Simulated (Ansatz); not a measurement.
**Structure search: one SiTeS candidate**

The calculation used DFT PBE, scalar-relativistic, plane waves, PAW in Ansatz. Cutoff 420 eV, Gaussian smearing, Γ-centred meshes. Cell and atoms relax first on a coarse mesh and then on a finer one. In between, the cell is made exact in the group found at 0.06 Å. In metals the finer mesh still leaves noise of several meV/atom or more. The steps can't lower the symmetry of their start. No spin polarisation.

Recipe of this trial structure of SiTeS: random cell by space group and Wyckoff sites (P4mm, No. 99). Its size is a rough estimate.

```xyz
3
Lattice="4.7535 0.0000 0.0000 0.0000 4.7535 0.0000 0.0000 0.0000 3.8231" Properties=species:S:1:pos:R:3 pbc="T T T"
Si    0.0000    0.0000    2.7325
Te    2.3768    2.3768    0.1536
S     2.3768    2.3768    2.1225
```

Energies over the elements count from the elements' standard structures at the same level, with no fitted energy shifts.

**Question.** Describe the relaxed structure.

**Answer.** The symmetry stays P4mm (No. 99). The volume per atom shrinks by 9.7 %, from 28.8 to 26.0 Å³. The shortest distance goes from 1.85 Å (Te–S) to 2.43 Å (Si–S). The ratio c/a of the conventional cell changes by a factor of 3.25. The energy falls by about 3.6 eV/atom (the start's value is from the coarse mesh). Conventional cell: a = 3.102 Å, c = 8.107 Å. Si is surrounded by 4 S at 2.43 Å; around Te lie 4 Te at 3.10 Å; S has 4 Si at 2.43 Å and 4 S at 3.10 Å.

```cif
data_structure
_symmetry_space_group_name_H-M 'P 1'
_symmetry_Int_Tables_number 1
_cell_length_a 3.1020
_cell_length_b 3.1020
_cell_length_c 8.1070
_cell_angle_alpha 90.000
_cell_angle_beta 90.000
_cell_angle_gamma 90.000
_cell_volume 78.01
loop_
_atom_site_label
_atom_site_type_symbol
_atom_site_fract_x
_atom_site_fract_y
_atom_site_fract_z
_atom_site_occupancy
Si1 Si 0.00000 0.00000 0.68867 1
Te1 Te 0.50000 0.50000 0.06275 1
S1 S 0.50000 0.50000 0.55868 1
```

**Question.** Give its energy and gap.

**Answer.** The formation energy is +0.21 eV/atom and the gap on the 14×14×6 mesh of the 3-atom cell is 0 eV (a metal).

It can't be a ground state, since the elements alone are lower.

The last run used Gaussian smearing of 0.10 eV. No dispersion correction is applied, so the spacing and binding between layers, chains or molecules are poorly described. Spin–orbit coupling, which can matter for Te, is left out. The reference forms of S and Te are held partly by dispersion forces, which this level lacks. Symmetry constrained the relaxation, so the result can be a saddle point. In all, the 4 runs took 9.2 min on 1 thread of Intel(R) Xeon(R) Processor @ 2.50GHz (Skylake/Cascade Lake), with other jobs on the host. Another cell of SiTeS relaxed alike, in P4/mmm, lies 177 meV/atom lower, so this cell isn't the stable form at this level.
